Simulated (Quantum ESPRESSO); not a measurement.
## Si3N4 (a curve over strain)

A calculation, not a measurement. The program is pw.x of Quantum ESPRESSO 7.5 (plane-wave density functional theory). The cell is made up: 7 atoms on a zincblende/diamond lattice with one site empty, with randomly drawn elements, strain and displacements, not relaxed. PseudoDojo standard norm-conserving files (v0.5 for PBE, v0.4.1 for LDA and PBEsol) set the functional; there is no spin polarisation, spin-orbit coupling or dispersion term, and the masses in the input are unused placeholders. A spin-polarised start on this cell or one of its family kept no moment.

Seven runs add a strain to one cell (shear xy, as the tensor component); the atoms follow the cell and are not relaxed. Stress in the table is positive in tension.

Input of the run at -0.0050:

```
&control calculation='scf', pseudo_dir='./dojo.nc.sr.pbe.v0_5.standard.upf', outdir='./o', disk_io='medium', tprnfor=.true., tstress=.true. /
&system ibrav=0, nat=7, ntyp=2, nbnd=22, ecutwfc=84.00895049, nosym=.true., tot_charge=0,
 occupations='smearing', smearing='fd', degauss=0.0018374661
/
&electrons conv_thr=7.350e-09, electron_maxstep=60, /
ATOMIC_SPECIES
N 1.0 N.upf
Si 1.0 Si.upf
CELL_PARAMETERS angstrom
4.1268 -0.0355 0.0182
-0.0358 4.1881 -0.0173
0.0183 -0.0174 4.2031
ATOMIC_POSITIONS angstrom
Si -0.0099 -0.0136 0.1063
Si 1.9799 0.1777 2.2641
Si 2.0706 2.1201 0.099
N 1.1811 1.0667 1.1022
N 1.0186 3.1064 3.247
N 3.2063 1.026 3.0737
N 3.1177 3.0179 1.0088
K_POINTS automatic
4 4 4 1 1 1
```

| added strain | free energy less that of the input shown (eV) | stress xx (GPa) | stress yy (GPa) | stress zz (GPa) | stress xy (GPa) | pressure (GPa) | iterations |
| --- | --- | --- | --- | --- | --- | --- | --- |
| -0.0247 | 0.2130 | -1.64 | 6.08 | 3.22 | -16.81 | -2.55 | 12 |
| -0.0193 | 0.1378 | -0.77 | 6.83 | 3.63 | -14.15 | -3.23 | 12 |
| -0.0095 | 0.0334 | 0.61 | 7.98 | 4.27 | -9.37 | -4.29 | 13 |
| -0.0050 | 0.0000 | 1.17 | 8.43 | 4.53 | -7.19 | -4.71 | 13 |
| +0.0129 | -0.0474 | 2.83 | 9.64 | 5.25 | 1.38 | -5.90 | 12 |
| +0.0195 | -0.0309 | 3.24 | 9.87 | 5.42 | 4.53 | -6.17 | 12 |
| +0.0244 | -0.0059 | 3.46 | 9.97 | 5.50 | 6.85 | -6.31 | 12 |

A cubic fit gives a slope of stress xy against the added strain of 481 GPa at zero added strain, with the atoms clamped. Across the table the free energy follows the integral of the stress to within 0.6 meV. A rerun of one of the cells at 1437 eV and a 6 x 6 x 6 mesh moved values by no more than 0.002 eV in energy, 0.02 GPa in stress and 0.002 eV/Å in force.